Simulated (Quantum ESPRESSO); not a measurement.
TaTi2O5F3, input and log of a self-consistent run

Computed values, not a measurement. The program is pw.x of Quantum ESPRESSO 7.5 (plane-wave density functional theory). The cell is made up: 11 atoms on a rutile lattice with one site empty, with randomly drawn elements, strain and displacements, not relaxed. PseudoDojo standard norm-conserving files (v0.5 for PBE, v0.4.1 for LDA and PBEsol) set the functional; there is no spin polarisation, spin-orbit coupling or dispersion term, and the masses in the input are unused placeholders.

Input:

```
&control calculation='scf', pseudo_dir='./dojo.nc.sr.pbe.v0_5.standard.upf', outdir='./o', disk_io='low', tprnfor=.true., tstress=.true. /
&system ibrav=0, nat=11, ntyp=4, nbnd=50, ecutwfc=105.61755193, nosym=.true., tot_charge=0,
 occupations='smearing', smearing='fd', degauss=0.0018374661
/
&electrons conv_thr=7.350e-09, electron_maxstep=60, /
ATOMIC_SPECIES
F 1.0 F.upf
O 1.0 O.upf
Ta 1.0 Ta.upf
Ti 1.0 Ti.upf
CELL_PARAMETERS angstrom
4.7097 0.0 0.0
0.0 4.7097 0.0
0.0 0.0 6.0162
ATOMIC_POSITIONS angstrom
Ta -0.0675 -0.0304 -0.0252
Ti -0.0131 0.0426 2.9741
Ti 2.3468 2.3511 4.5456
O 1.4247 1.4526 -0.0124
F 3.2555 3.33 0.045
O 3.8134 0.9038 1.5543
F 0.9128 3.7895 1.5142
F 1.4292 1.4162 3.0598
O 3.2834 3.2869 3.0171
O 3.7961 0.9035 4.5197
O 0.947 3.7814 4.53
K_POINTS automatic
7 7 6 1 1 1
```

The log is shortened where brackets say so; the opening notice, blank lines, dates and the lines on written files are dropped, and the path of the files is cut. It prints rydbergs, bohrs and kilobars, and counts compression as positive stress. With no partly filled state, the Fermi energy that it prints is only some level between the filled and the empty states on the mesh, and need not lie in the true gap.

```
     Program PWSCF v.7.5
     Parallel version (MPI & OpenMP), running on       4 processor cores
     Number of MPI processes:                 4
     Threads/MPI process:                     1
     [start-up lines left out]
     bravais-lattice index     =            0
     lattice parameter (alat)  =       8.9000  a.u.
     unit-cell volume          =     900.5449 (a.u.)^3
     number of atoms/cell      =           11
     number of atomic types    =            4
     number of electrons       =        88.00
     number of Kohn-Sham states=           50
     kinetic-energy cutoff     =     105.6176  Ry
     charge density cutoff     =     422.4702  Ry
     scf convergence threshold =      7.3E-09
     mixing beta               =       0.7000
     number of iterations used =            8  plain     mixing
     Exchange-correlation= PBE
                           (   1   4   3   4   0   0   0)
     [axes and pseudopotential details left out]
   Cartesian axes
     site n.     atom                  positions (alat units)
         1        Ta     tau(   1) = (  -0.0143321  -0.0064548  -0.0053507  )
         2        Ti     tau(   2) = (  -0.0027815   0.0090452   0.6314840  )
         3        Ti     tau(   3) = (   0.4982908   0.4992038   0.9651570  )
         4        O      tau(   4) = (   0.3025033   0.3084273  -0.0026329  )
         5        F      tau(   5) = (   0.6912330   0.7070514   0.0095547  )
         6        O      tau(   6) = (   0.8096906   0.1919018   0.3300210  )
         7        F      tau(   7) = (   0.1938128   0.8046160   0.3215067  )
         8        F      tau(   8) = (   0.3034588   0.3006986   0.6496804  )
         9        O      tau(   9) = (   0.6971569   0.6979001   0.6406141  )
        10        O      tau(  10) = (   0.8060174   0.1918381   0.9596577  )
        11        O      tau(  11) = (   0.2010744   0.8028962   0.9618447  )
     number of k points=   147  Fermi-Dirac smearing, width (Ry)=  0.0018
     Number of k-points >= 100: set verbosity='high' to print them.
     Dense  grid:   131975 G-vectors     FFT dimensions: (  60,  60,  75)
     Estimated max dynamical RAM per process >     674.19 MB
     Estimated total dynamical RAM >       2.54 GB
     Initial potential from superposition of free atoms
     starting charge      87.9959, renormalised to      88.0000
     Starting wfcs are   62 randomized atomic wfcs
     total cpu time spent up to now is       23.9 secs
     per-process dynamical memory:   598.4 Mb
     Self-consistent Calculation
     iteration #  1     ecut=   105.62 Ry     beta= 0.70
     Davidson diagonalization with overlap
     ethr =  1.00E-02,  avg # of iterations =  2.0
     total cpu time spent up to now is       74.0 secs
     total energy              =    -679.28572635 Ry
     estimated scf accuracy    <       4.70436085 Ry
     iteration #  2     ecut=   105.62 Ry     beta= 0.70
     Davidson diagonalization with overlap
     ethr =  5.35E-03,  avg # of iterations =  9.0
     total cpu time spent up to now is      175.7 secs
     total energy              =    -672.78505900 Ry
     estimated scf accuracy    <      75.89289227 Ry
     iteration #  3     ecut=   105.62 Ry     beta= 0.70
     Davidson diagonalization with overlap
     ethr =  5.35E-03,  avg # of iterations =  6.6
     total cpu time spent up to now is      254.7 secs
     total energy              =    -681.69773256 Ry
     estimated scf accuracy    <       2.85681104 Ry
     iteration #  4     ecut=   105.62 Ry     beta= 0.70
     Davidson diagonalization with overlap
     ethr =  3.25E-03,  avg # of iterations =  2.0
     total cpu time spent up to now is      294.6 secs
     total energy              =    -682.00087714 Ry
     estimated scf accuracy    <       0.85735514 Ry
     iteration #  5     ecut=   105.62 Ry     beta= 0.70
     Davidson diagonalization with overlap
     ethr =  9.74E-04,  avg # of iterations =  1.1
     total cpu time spent up to now is      327.2 secs
     total energy              =    -681.88886534 Ry
     estimated scf accuracy    <       0.61732503 Ry
     [iterations 6 to 14 left out]
     iteration # 15     ecut=   105.62 Ry     beta= 0.70
     Davidson diagonalization with overlap
     ethr =  1.69E-08,  avg # of iterations =  5.8
     total cpu time spent up to now is      805.5 secs
     total energy              =    -681.92311498 Ry
     estimated scf accuracy    <       0.00000639 Ry
     iteration # 16     ecut=   105.62 Ry     beta= 0.70
     Davidson diagonalization with overlap
     ethr =  7.27E-09,  avg # of iterations =  2.0
     total cpu time spent up to now is      841.1 secs
     total energy              =    -681.92311511 Ry
     estimated scf accuracy    <       0.00000136 Ry
     iteration # 17     ecut=   105.62 Ry     beta= 0.70
     Davidson diagonalization with overlap
     ethr =  1.54E-09,  avg # of iterations =  4.8
     total cpu time spent up to now is      886.9 secs
     total energy              =    -681.92311542 Ry
     estimated scf accuracy    <       0.00000005 Ry
     iteration # 18     ecut=   105.62 Ry     beta= 0.70
     Davidson diagonalization with overlap
     ethr =  5.43E-11,  avg # of iterations =  6.5
     total cpu time spent up to now is      945.8 secs
     total energy              =    -681.92311545 Ry
     estimated scf accuracy    <          8.1E-09 Ry
     iteration # 19     ecut=   105.62 Ry     beta= 0.70
     Davidson diagonalization with overlap
     ethr =  9.15E-12,  avg # of iterations =  5.2
     total cpu time spent up to now is      995.2 secs
     End of self-consistent calculation
     Number of k-points >= 100: set verbosity='high' to print the bands.
     the Fermi energy is     7.9407 ev
!    total energy              =    -681.92311545 Ry
     estimated scf accuracy    <          5.4E-09 Ry
     smearing contrib. (-TS)   =      -0.00000000 Ry
     internal energy E=F+TS    =    -681.92311545 Ry
     The total energy is F=E-TS. E is the sum of the following terms:
     one-electron contribution =    -280.50816659 Ry
     hartree contribution      =     179.89993041 Ry
     xc contribution           =    -138.92315213 Ry
     ewald contribution        =    -442.39172713 Ry
     convergence has been achieved in  19 iterations
     Forces acting on atoms (cartesian axes, Ry/au):
     atom    1 type  3   force =     0.09563786    0.17915106    0.04133251
     atom    2 type  4   force =    -0.13308411   -0.05323813   -0.03941235
     atom    3 type  4   force =    -0.02927712    0.00132687   -0.05191912
     atom    4 type  2   force =    -0.03662186   -0.04916043   -0.07666849
     atom    5 type  1   force =    -0.01386172   -0.02619621   -0.01359876
     atom    6 type  2   force =     0.06997808   -0.06906672   -0.02021911
     atom    7 type  1   force =     0.00894756   -0.00841492   -0.00505503
     atom    8 type  1   force =    -0.00418556   -0.00647100    0.02974653
     atom    9 type  2   force =     0.04678790    0.03935827    0.09809613
     atom   10 type  2   force =    -0.00544420    0.00327272    0.01581900
     atom   11 type  2   force =     0.00112318   -0.01056151    0.02187870
     Total force =     0.323640     Total SCF correction =     0.000151
     Computing stress (Cartesian axis) and pressure
          total   stress  (Ry/bohr**3)                   (kbar)     P=      -59.62
  -0.00036738  -0.00027867   0.00036792          -54.04      -40.99       54.12
  -0.00027867  -0.00037226   0.00026440          -40.99      -54.76       38.89
   0.00036792   0.00026440  -0.00047629           54.12       38.89      -70.06
     init_run     :     18.09s CPU     18.93s WALL (       1 calls)
     electrons    :    968.78s CPU    971.39s WALL (       1 calls)
     forces       :      7.51s CPU      7.56s WALL (       1 calls)
     stress       :     28.36s CPU     29.18s WALL (       1 calls)
     [timing details left out]
     PWSCF        :  17m 7.93s CPU  17m12.52s WALL
     JOB DONE.
```

In other units: free energy -9278.037 eV for the cell, pressure -5.96 GPa, largest force component 4.606 eV/Å. This run is the check on a run of the same cell at 1143 eV and a 5 x 5 x 4 mesh: rerunning at 1437 eV and a 7 x 7 x 6 mesh moved values by no more than 0.004 eV in energy, 0.03 GPa in stress and 0.002 eV/Å in force.